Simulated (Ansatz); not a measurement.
TaGe₂:
```yaml
crystal:
  lattice:
    - [4.97451, 0.00000, 0.00000]
    - [-2.48726, 4.30805, 0.00000]
    - [0.00000, 0.00000, 6.73592]
  atoms:
    - { symbol: Ta, position: [0.50000, 0.00000, 0.50000] }
    - { symbol: Ta, position: [0.50000, 0.50000, 0.83333] }
    - { symbol: Ta, position: [0.00000, 0.50000, 0.16667] }
    - { symbol: Ge, position: [0.16359, 0.32719, 0.50000] }
    - { symbol: Ge, position: [0.83641, 0.16359, 0.83333] }
    - { symbol: Ge, position: [0.67281, 0.83641, 0.16667] }
    - { symbol: Ge, position: [0.83641, 0.67281, 0.50000] }
    - { symbol: Ge, position: [0.16359, 0.83641, 0.83333] }
    - { symbol: Ge, position: [0.32719, 0.16359, 0.16667] }
```

Relaxed with r²SCAN.

**Question.** Map the electron localisation function on the plane through (0.500, 0.000, 0.500) spanned by u = [1, 1, 0] and v = [1, -1, 0] in lattice vectors, from r²SCAN (plane waves, PAW; program Ansatz).

**Answer.** x is the fraction of u, y of v (the angle between them is 90°; rows are the nearest grid lines); atoms in the plane: Ta at (0.00, 0.00), Ta at (0.50, 0.50), Ge at (0.50, 0.17), Ge at (1.00, 0.67), Ge at (0.00, 0.33), Ge at (0.50, 0.83).
```
y \ x   0.000  0.0800  0.200  0.280  0.360  0.440  0.560  0.640  0.720  0.800  0.920   1.00
------  -----  ------  -----  -----  -----  -----  -----  -----  -----  -----  -----  -----
1.00    0.019   0.559  0.253  0.220  0.355  0.325  0.325  0.355  0.220  0.253  0.559  0.019
0.925   0.724   0.648  0.158  0.474  0.476  0.364  0.357  0.462  0.504  0.180  0.636  0.724
0.850   0.249   0.243  0.370  0.482  0.333  0.028  0.018  0.299  0.495  0.448  0.264  0.249
0.775   0.433   0.431  0.339  0.352  0.348  0.190  0.167  0.359  0.439  0.460  0.446  0.433
0.700   0.012   0.110  0.370  0.347  0.424  0.530  0.553  0.506  0.465  0.401  0.080  0.012
0.625   0.033   0.170  0.501  0.399  0.163  0.164  0.165  0.185  0.462  0.495  0.134  0.033
0.550   0.349   0.404  0.420  0.153  0.563  0.710  0.704  0.558  0.170  0.443  0.396  0.349
0.450   0.349   0.396  0.443  0.170  0.558  0.704  0.710  0.563  0.153  0.420  0.404  0.349
0.375   0.033   0.134  0.495  0.462  0.185  0.165  0.164  0.163  0.399  0.501  0.170  0.033
0.300   0.012   0.080  0.401  0.465  0.506  0.553  0.530  0.424  0.347  0.370  0.110  0.012
0.225   0.433   0.446  0.460  0.439  0.359  0.167  0.190  0.348  0.352  0.339  0.431  0.433
0.150   0.249   0.264  0.448  0.495  0.299  0.018  0.028  0.333  0.482  0.370  0.243  0.249
0.0750  0.724   0.636  0.180  0.504  0.462  0.357  0.364  0.476  0.474  0.158  0.648  0.724
0.000   0.019   0.559  0.253  0.220  0.355  0.325  0.325  0.355  0.220  0.253  0.559  0.019
```

The density is the valence pseudo-density with augmentation charge, so density and ELF within about 1 Å of a nucleus are not all-electron values.

Space group P6_222. The workflow started from a Materials Project entry (that database holds measured and hypothetical structures alike); the Crystallography Open Database files this formula in space group No. 180, but the cells were not matched. Whether it is the stable phase at ambient conditions was not checked. The cell was relaxed with r²SCAN under the symmetry of its start; whether a distortion lowers the energy is not shown. No spin polarisation was allowed. Spin–orbit coupling is left out wherever it is not named.

Potentials: the later of the program's two PAW sets.
